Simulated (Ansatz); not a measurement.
**GaN: from a starting cell to a relaxed one**

The start is a relaxed GaN cell shaken by Gaussian noise of σ = 0.08 Å a coordinate. The cell and all atomic positions are relaxed at zero pressure with PBE (plane waves to 420 eV, PAW, scalar-relativistic; Ansatz, an electronic-structure program). The first steps use a coarse 7×7×2 k-mesh.

The start:
```yaml
crystal:
  lattice:
    - [3.21677, 0.00000, 0.00000]
    - [-1.60838, 2.78580, 0.00000]
    - [0.00000, 0.00000, 15.74788]
  atoms:
    - { symbol: Ga, position: [0.99725, 0.01423, 0.99636] }
    - { symbol: Ga, position: [0.02011, 0.01630, 0.50022] }
    - { symbol: Ga, position: [0.66074, 0.33054, 0.83514] }
    - { symbol: Ga, position: [0.31554, 0.64475, 0.33480] }
    - { symbol: Ga, position: [0.60862, 0.30140, 0.16905] }
    - { symbol: Ga, position: [0.31919, 0.65715, 0.66537] }
    - { symbol: N, position: [0.96873, 0.98730, 0.87985] }
    - { symbol: N, position: [0.99857, 0.98516, 0.37843] }
    - { symbol: N, position: [0.64521, 0.31009, 0.70663] }
    - { symbol: N, position: [0.40331, 0.64409, 0.21168] }
    - { symbol: N, position: [0.68957, 0.32055, 0.03554] }
    - { symbol: N, position: [0.31697, 0.66921, 0.54506] }
```

Problem. How large is the pressure on the unrelaxed cell, and of which sign?

Solution. +4.1 GPa (positive: the cell is compressed).

Problem. By how much does the energy per atom fall from start to end?

Solution. 0.13 eV/atom.

Problem. Does it find its way back to the structure it was made from?

Solution. It returns to the parent structure, P6₃mc (No. 186).

Problem. How do the shortest distances between atoms change?

Solution. The closest pairs of elements (up to four, under 3.6 Å), start → end: Ga–N 1.68 → 1.97 Å; N–N 2.99 → 3.21 Å; Ga–Ga 3.12 → 3.21 Å.

Problem. What band gap does the relaxed structure have at this level?

Solution. 1.59 eV, direct at Γ (no spin-orbit coupling).

Final structure:

Space group P6₃mc (No. 186); a = b = 3.217 Å, c = 15.748 Å, α = β = 90.00°, γ = 120.00°

```json
[
 {"atom": "Ga", "site": "2a", "symmetry": "3m.", "x": "0.0000", "y": "0.0000", "z": "0.0006"},
 {"atom": "Ga", "site": "2b", "symmetry": "3m.", "x": "0.3333", "y": "0.6667", "z": "0.3342"},
 {"atom": "Ga", "site": "2b", "symmetry": "3m.", "x": "0.6667", "y": "0.3333", "z": "0.1675"},
 {"atom": "N", "site": "2a", "symmetry": "3m.", "x": "0.0000", "y": "0.0000", "z": "0.3755"},
 {"atom": "N", "site": "2b", "symmetry": "3m.", "x": "0.3333", "y": "0.6667", "z": "0.2090"},
 {"atom": "N", "site": "2b", "symmetry": "3m.", "x": "0.6667", "y": "0.3333", "z": "0.0423"}
]
```

Final values are on a 10×10×2 k-mesh of the relaxed cell. No spin polarisation in the result.

The first start was generated by placing the elements on the sites of a structure type. A measured structure of GaN has the same space group, P6₃mc (No. 186); the sites were not compared with it.
